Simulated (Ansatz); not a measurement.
CdTe:
```xyz
4
Lattice="4.6320 0.0000 0.0000 -2.3160 4.0114 0.0000 0.0000 0.0000 7.5953" Properties=species:S:1:pos:R:3 pbc="T T T"
Cd     0.0000     2.6743     0.0022
Cd     2.3160     1.3371     3.7998
Te     0.0000     2.6743     2.8461
Te     2.3160     1.3371     6.6437
```

Relaxed with r²SCAN. Special points in fractions of this cell's reciprocal vectors: Γ (0.000, 0.000, 0.000); M (0.500, 0.000, 0.000); K (0.333, 0.333, 0.000); A (0.000, 0.000, 0.500); L (0.500, 0.000, 0.500); H (0.333, 0.333, 0.500).

**Question.** List the band energies nearest the valence-band maximum at these points for DFT-r²SCAN with spin–orbit coupling in the program Ansatz with PAW potentials.

**Answer.** In eV from the valence-band maximum; about four levels below and three above (degenerate sets whole), none deeper than 8.9 eV; points with the same levels are listed once.

```csv
k,below,above
Γ,-0.04 -0.04 0.00 0.00,0.95 0.95 1.77 1.77
M,-1.69 -1.69 -0.95 -0.95,2.50 2.50 2.79 2.79
K,-2.21 -2.21 -2.04 -1.84 -1.84,3.39 3.39 3.84
A,-0.42 -0.42 -0.42 -0.42,2.15 2.15 2.15 2.15
L,-1.42 -1.42 -1.42 -1.42,2.34 2.34 2.34 2.34
H,-1.45 -1.45 -1.31 -1.31,2.96 2.96 3.06 3.06
```

Space group P6_3mc (wurtzite). The workflow started from a Materials Project entry (that database holds measured and hypothetical structures alike); the Crystallography Open Database copy checked does not list it. It is not the phase usual at ambient conditions (space group No. 216). The r²SCAN relaxation kept the symmetry of its start; its stability against distortions is not shown here.

Potentials: the later of the program's two PAW sets.
